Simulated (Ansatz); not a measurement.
AgW in space group Pmma (No. 51; W on 2e, Ag on 2f) under volume change, DFT-r²SCAN in the program Ansatz with PAW potentials, shape and atoms relaxed at each volume.

| V (Å³/atom) | E − E(relaxed) (meV/atom) | P (GPa) |
|---|---|---|
| 14.860 | 96.5 | 23.23 |
| 15.350 | ___ | ___ |
| 15.840 | 9.4 | 6.33 |
| 16.330 | 0.0 | 0.00 |
| 16.820 | ___ | ___ |
| 17.310 | 31.0 | -9.50 |
| 17.800 | 65.5 | -12.94 |

What belongs in the gaps?


- 15.350, E − E(relaxed) (meV/atom): 40.1
- 15.350, P (GPa): 13.98
- 16.820, E − E(relaxed) (meV/atom): 8.2
- 16.820, P (GPa): -5.22

What does a third-order Birch–Murnaghan fit give for V₀, B₀ and B′?

V₀ = 16.33 Å³/atom, B₀ = 191 GPa, B′ = 5.5.

The start of the workflow was typed in or built on a structure type; neither database checked (COD, Materials Project) lists it. Its standing as an ambient phase is unchecked. The cell was relaxed with r²SCAN under the symmetry of its start; its stability against distortions is not shown here. The run is not spin-polarised. Its formation energy is positive at this level, so the cell may be metastable or incomplete. Scalar-relativistic: spin–orbit coupling is off unless named, which matters more the heavier the elements.

Potentials: the earlier of the program's two PAW sets.
